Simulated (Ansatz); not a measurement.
Input file for Ansatz (a program for electronic structure):

Ansatz 0.2 input:
```yaml
crystal:
  lattice:
    - [5.7333732168, 0.0, 0.0]
    - [0.0, 5.7333732168, 0.0]
    - [0.0, 0.0, 5.7333732168]
  atoms:
    - { symbol: Cs, position: [0.5, 0.5, 0.5] }
    - { symbol: Pb, position: [0.0, 0.0, 0.0] }
    - { symbol: Cl, position: [0.0, 0.0, 0.5] }
    - { symbol: Cl, position: [0.5, 0.0, 0.0] }
    - { symbol: Cl, position: [0.0, 0.5, 0.0] }
kpoints:
  mp_grid: { grid: [4, 4, 4] }
  band_path:
    path:
      - [[0.0, 0.0, 0.0], [0.0, 0.5, 0.0], [0.5, 0.5, 0.0], [0.0, 0.0, 0.0], [0.5, 0.5, 0.5], [0.0, 0.5, 0.0]]  # Γ-X-M-Γ-R-X
      - [[0.5, 0.5, 0.5], [0.5, 0.5, 0.0]]  # R-M
      - [VBM, CBM]
    npoints: 12
basis: { xc_grid: 2 }
hamiltonian:
  xc: pbe
  pseudopotentials: { kind: paw }
magnetization: { noncollinear: true, spin_orbit: true }
scf:
  n_extra_bands: 12
  convergence: { dr2_threshold: 0.0000000001 }
  occupations: { method: gaussian, width: 0.01 }
checkpoint: { write: soc.run }
output: { eigenvalues: true }
```

Output (shortened):

```
Pseudopotential: Cs, paw_fr, valence charge 9
Pseudopotential: Pb, paw_fr, valence charge 14
Pseudopotential: Cl, paw_fr, valence charge 7
Functional definition: PBE
non-collinear run that drives no moment, with spin-orbit …
Crystal: 5 atoms, lattice volume = 188.465 Å³
Basis set: ecut = 420 eV, 3743 PW (Γ), exchange–correlation on 80×80×80 points (8 copies of the dense FFT grid, shifted against one another)
Bands: 56, of which v1, the nominal top of the filled ones, is band 44 counted from 1 (43 counted from 0)
Symmetry: 48 space group operations + 48 with time reversal
k-points: 10 of 64
Projection manifold: j_resolved (fully-relativistic pseudo-atomic orbitals)
SCF iter   1: F=—  HF=-20867.096617 eV  |F-HF|=—  |Δ(HF+E_count)|=         —  Δρ=2.18e-2  dr2=2.18e0  dr2_m=0.00e0 (ungated)  ethr=3.10e-3  |M|=0.00e0 ∫|m|=0.00e0 μB  |m|>n=0.0e0 m-floor=0.0e0 τ_xc=0.0e0  β_m=0.30  ⟨swp⟩=10.1  Hψ=1577  notcnv=0  defer=4
preconditioner: auto → Resta (q_TF=auto, 2.141 Å⁻¹)
spin=Noncollinear: Resta preconditioning applied to the charge; magnetization (m_x, m_y, m_z) channels mix plain (no charge-response kernel on spin).
SCF iter   2: F=—  HF=-20866.604682 eV  |F-HF|=—  |Δ(HF+E_count)|=   4.92e-1  Δρ=1.50e-2  dr2=1.22e0  dr2_m=0.00e0 (ungated)  ethr=3.10e-3  |M|=0.00e0 ∫|m|=0.00e0 μB  |m|>n=0.0e0 m-floor=0.0e0 τ_xc=0.0e0  β_m=0.65  ⟨swp⟩=2.4  Hψ=360  notcnv=0  defer=58
SCF iter   3: F=—  HF=-20866.015924 eV  |F-HF|=—  |Δ(HF+E_count)|=   5.89e-1  Δρ=3.34e-3  dr2=4.08e-2  dr2_m=0.00e0 (ungated)  ethr=2.78e-3  |M|=0.00e0 ∫|m|=0.00e0 μB  |m|>n=0.0e0 m-floor=0.0e0 τ_xc=0.0e0  β_m=0.75  ⟨swp⟩=3.9  Hψ=673  notcnv=0  defer=64
SCF iter   4: F=—  HF=-20866.009180 eV  |F-HF|=—  |Δ(HF+E_count)|=   6.74e-3  Δρ=1.27e-3  dr2=4.80e-3  dr2_m=0.00e0 (ungated)  ethr=9.26e-5  |M|=0.00e0 ∫|m|=0.00e0 μB  |m|>n=0.0e0 m-floor=0.0e0 τ_xc=0.0e0  β_m=0.87  ⟨swp⟩=3.6  Hψ=562  notcnv=0  defer=68
SCF iter   5: F=—  HF=-20866.010099 eV  |F-HF|=—  |Δ(HF+E_count)|=   9.19e-4  Δρ=2.06e-4  dr2=9.56e-5  dr2_m=0.00e0 (ungated)  ethr=1.09e-5  |M|=0.00e0 ∫|m|=0.00e0 μB  |m|>n=0.0e0 m-floor=0.0e0 τ_xc=0.0e0  β_m=0.93  ⟨swp⟩=3.7  Hψ=492  notcnv=0  defer=68
SCF iter   6: F=—  HF=-20866.010242 eV  |F-HF|=—  |Δ(HF+E_count)|=   1.43e-4  Δρ=4.76e-5  dr2=5.34e-6  dr2_m=0.00e0 (ungated)  ethr=2.17e-7  |M|=0.00e0 ∫|m|=0.00e0 μB  |m|>n=0.0e0 m-floor=0.0e0 τ_xc=0.0e0  β_m=0.94  ⟨swp⟩=2.0  Hψ=442  notcnv=0  defer=68
SCF iter   7: F=—  HF=-20866.010254 eV  |F-HF|=—  |Δ(HF+E_count)|=   1.19e-5  Δρ=1.17e-5  dr2=2.09e-7  dr2_m=0.00e0 (ungated)  ethr=1.21e-8  |M|=0.00e0 ∫|m|=0.00e0 μB  |m|>n=0.0e0 m-floor=0.0e0 τ_xc=0.0e0  β_m=0.92  ⟨swp⟩=2.0  Hψ=465  notcnv=0  defer=68
SCF iter   8: F=—  HF=-20866.010180 eV  |F-HF|=—  |Δ(HF+E_count)|=   7.47e-5  Δρ=1.98e-6  dr2=8.44e-9  dr2_m=0.00e0 (ungated)  ethr=4.74e-10  |M|=0.00e0 ∫|m|=0.00e0 μB  |m|>n=0.0e0 m-floor=0.0e0 τ_xc=0.0e0  β_m=0.96  ⟨swp⟩=2.0  Hψ=466  notcnv=0  defer=68
SCF iter  10: F=-20866.010180 eV  HF=-20866.010180 eV  |F-HF|=3.64e-12  |Δ(HF+E_count)|=  4.40e-10  Δρ=4.81e-8  dr2=5.42e-12  dr2_m=0.00e0 (ungated)  ethr=1.00e-12  |M|=0.00e0 ∫|m|=0.00e0 μB  |m|>n=0.0e0 m-floor=0.0e0 τ_xc=0.0e0  ⟨swp⟩=14.6  Hψ=1338  notcnv=0
SCF 1 converged in 10 iterations: F = -20866.010180 eV  dr2 = 5.42e-12
NSCF: frozen V_eff on 20 k-points
NSCF: frozen V_eff on 20 k-points
NSCF: frozen V_eff on 10 k-points
NSCF: frozen V_eff on 3 k-points
NSCF: frozen V_eff on 3 k-points
NSCF: frozen V_eff on 3 k-points
NSCF: frozen V_eff on 3 k-points
NSCF: frozen V_eff on 3 k-points
NSCF: frozen V_eff on 87 k-points
SCF converged after 10 iterations
Magnetization: |M| = 0.0000 μB,  M = (+0.0000, +0.0000, +0.0000) μB
Absolute magnetization: 0.0000 μB (∫|m|)
  site 0: m = (+0.0000, +0.0000, +0.0000) μB, |m| = 0.0000 μB  (R = 1.67 Å)
  site 1: m = (+0.0000, +0.0000, +0.0000) μB, |m| = 0.0000 μB  (R = 1.18 Å)
  site 2: m = (+0.0000, +0.0000, +0.0000) μB, |m| = 0.0000 μB  (R = 1.18 Å)
  site 3: m = (+0.0000, +0.0000, +0.0000) μB, |m| = 0.0000 μB  (R = 1.18 Å)
  site 4: m = (+0.0000, +0.0000, +0.0000) μB, |m| = 0.0000 μB  (R = 1.18 Å)
Free energy (F): -20866.010180 eV
Harris-Foulkes:  -20866.010180 eV  (|F-HF|=3.64e-12)
Internal energy: -20866.010180 eV  (E = F + TS)
E sigma→0 (E₀):  -20866.010180 eV
Fermi energy:    3.636017 eV
--- Per-component energies (eV) ---
  E_band       = -258.388817
  E_kinetic    = 911.313626
  E_local      = -2748.223440  (includes V_loc(G=0)·N_el)
  E_nonlocal   = 466.022139
  E_hartree    = 1039.316766
  E_xc         = -717.252124
  E_vxc        = -625.537153  (∫ρ·V_xc dr)
  E_paw        = -17490.282069  (= ΣΔE_a)
  E_vpaw       = -340.597753  (= ΣTr[D̂ρ^β])
  E_aug_tail   = 0.000321  (compensation charges beyond the density's cutoff)
  E_ewald      = -2326.905400
  E_smearing   =  0.000000  (= −TS)
  E_closure    = 0.000000  (closes the sum)
  Σ components = -20866.010180   (vs F -20866.010180, Δ=0.00e0)
  [band-id]    e_kinetic+e_local+e_nonlocal+2·e_hartree+e_vxc+e_vpaw+e_augmentation_tail = -258.388727   (vs E_band -258.388817, Δ=8.99e-5)
--- Band table (eV; the first three rows and the last of 10) ---
  k-point 0: bands = ["-17.8839", "-17.8839", "-14.6840", "-14.6840", "-14.6840", "-14.6840", "-12.2694", "-12.2694", "-12.2694", "-12.2694", "-12.0714", "-12.0714", "-11.4304", "-11.4304", "-10.6812", "-10.6812", "-10.6812", "-10.6812", "-5.8250", "-5.8250", …
  k-point 1: bands = ["-17.8832", "-17.8832", "-14.6840", "-14.6840", "-14.6768", "-14.6768", "-12.2694", "-12.2694", "-12.2275", "-12.2275", "-12.0719", "-12.0719", "-11.3644", "-11.3644", "-10.8243", "-10.8243", "-10.6805", "-10.6805", "-5.8214", "-5.8214", …
  k-point 2: bands = ["-17.8825", "-17.8825", "-14.6841", "-14.6841", "-14.6697", "-14.6697", "-12.2694", "-12.2694", "-12.1843", "-12.1843", "-12.0723", "-12.0723", "-11.1843", "-11.1843", "-11.0831", "-11.0831", "-10.6797", "-10.6797", "-5.8179", "-5.8179", …
  k-point 9: bands = ["-17.8802", "-17.8802", "-14.6623", "-14.6623", "-14.6623", "-14.6623", "-12.1086", "-12.1086", "-12.1086", "-12.1086", "-12.0742", "-12.0742", "-11.0918", "-11.0918", "-11.0750", "-11.0750", "-11.0750", "-11.0750", "-5.8526", "-5.8526", …
```

Cost: very roughly 2.2 core-minutes on shared cores.

Space group Pm-3m (cubic perovskite). This is a known high-temperature phase of the composition, computed here at zero pressure and temperature. The PBE relaxation kept the symmetry of its start; phonons on a q-mesh show weakly imaginary modes.

Potentials: the later of the program's two PAW sets.

Ansatz is a plane-wave DFT program.
